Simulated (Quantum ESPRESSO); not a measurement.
**Band energies of InSe**

```
CELL_PARAMETERS angstrom
      4.03442     0.00000     0.00000
     -2.01721     3.49391     0.00000
      0.00000     0.00000    16.86252
ATOMIC_POSITIONS crystal
  Se 0.33333 0.66667 0.59093
  Se 0.66667 0.33333 0.40907
  Se 0.66667 0.33333 0.09093
  Se 0.33333 0.66667 0.90907
  In 0.33333 0.66667 0.33278
  In 0.66667 0.33333 0.66722
  In 0.66667 0.33333 0.83278
  In 0.33333 0.66667 0.16722
```

PBEsol (Quantum ESPRESSO, PseudoDojo norm-conserving, 86 Ry, without SOC); path ΓMKΓALHA,LM,KH; energies in eV from the valence-band maximum.

| k (1/Å) | point | band 54 | band 55 | band 56 | band 57 | band 58 | band 59 | band 60 | band 61 |
|---|---|---|---|---|---|---|---|---|---|
| 0.00 | Γ | -1.15 | -1.15 | -1.07 | -1.07 | 0.00 | 0.29 | 1.65 | 2.02 |
| 0.22 |  | -1.45 | -1.32 | -1.22 | -1.10 | -0.11 | 1.21 | 1.99 | 2.62 |
| 0.45 |  | -1.83 | -1.70 | -1.55 | -0.97 | -0.62 | 1.90 | 1.91 | 1.98 |
| 0.67 |  | -2.03 | -1.92 | -1.85 | -1.51 | -1.10 | 1.26 | 1.37 | 1.97 |
| 0.90 | M | -2.16 | -2.06 | -2.06 | -1.96 | -1.36 | 1.08 | 1.16 | 1.86 |
| 1.16 |  | -2.42 | -2.38 | -2.03 | -1.90 | -1.37 | 1.72 | 1.80 | 1.87 |
| 1.42 | K | -2.68 | -2.08 | -2.08 | -1.69 | -1.69 | 1.47 | 2.04 | 2.38 |
| 1.59 |  | -2.41 | -2.39 | -1.93 | -1.85 | -1.30 | 1.67 | 2.11 | 2.16 |
| 1.94 |  | -2.24 | -2.02 | -1.74 | -0.91 | -0.80 | 2.10 | 2.35 | 2.37 |
| 2.11 |  | -1.72 | -1.64 | -1.49 | -1.00 | -0.32 | 1.80 | 2.15 | 2.89 |
| 2.28 |  | -1.38 | -1.27 | -1.17 | -1.12 | -0.06 | 0.95 | 1.89 | 2.48 |
| 2.46 | Γ | -1.15 | -1.15 | -1.07 | -1.07 | 0.00 | 0.29 | 1.65 | 2.02 |
| 2.46 | A | -1.11 | -1.11 | -1.11 | -0.93 | -0.93 | 1.15 | 1.15 | 2.04 |
| 2.64 |  | -1.44 | -1.21 | -1.21 | -0.60 | -0.60 | 1.50 | 1.50 | 2.52 |
| 2.82 |  | -1.74 | -1.46 | -1.46 | -0.60 | -0.60 | 1.87 | 1.87 | 2.52 |
| 3.18 |  | -2.26 | -1.96 | -1.96 | -1.45 | -1.45 | 1.50 | 1.50 | 1.65 |
| 3.36 | L | -2.27 | -2.04 | -2.04 | -1.71 | -1.71 | 1.41 | 1.41 | 1.54 |
| 3.53 |  | -2.45 | -2.12 | -2.12 | -1.66 | -1.66 | 1.65 | 1.65 | 1.89 |
| 3.87 | H | -2.53 | -2.36 | -2.36 | -1.54 | -1.54 | 1.71 | 1.71 | 2.24 |
| 4.00 |  | -2.81 | -2.13 | -2.13 | -1.55 | -1.55 | 1.81 | 1.81 | 2.23 |
| 4.13 |  | -3.00 | -1.99 | -1.99 | -1.43 | -1.43 | 2.05 | 2.05 | 2.27 |
| 4.39 |  | -2.25 | -2.08 | -2.08 | -0.81 | -0.81 | 2.19 | 2.19 | 2.58 |
| 4.52 |  | -1.96 | -1.66 | -1.66 | -0.61 | -0.61 | 2.03 | 2.03 | 2.88 |
| 4.65 |  | -1.60 | -1.35 | -1.35 | -0.56 | -0.56 | 1.74 | 1.74 | 2.89 |
| 4.91 | A | -1.11 | -1.11 | -1.11 | -0.93 | -0.93 | 1.15 | 1.15 | 2.04 |
| 4.91 | L | -2.27 | -2.04 | -2.04 | -1.71 | -1.71 | 1.41 | 1.41 | 1.54 |
| 5.10 | M | -2.16 | -2.06 | -2.06 | -1.96 | -1.36 | 1.08 | 1.16 | 1.86 |
| 5.10 | K | -2.68 | -2.08 | -2.08 | -1.69 | -1.69 | 1.47 | 2.04 | 2.38 |
| 5.29 | H | -2.53 | -2.36 | -2.36 | -1.54 | -1.54 | 1.71 | 1.71 | 2.24 |

The PBEsol gap is direct, 0.29 eV at Γ.

Spin-orbit splittings are left out.

Geometry relaxed with PBE+D3(BJ).
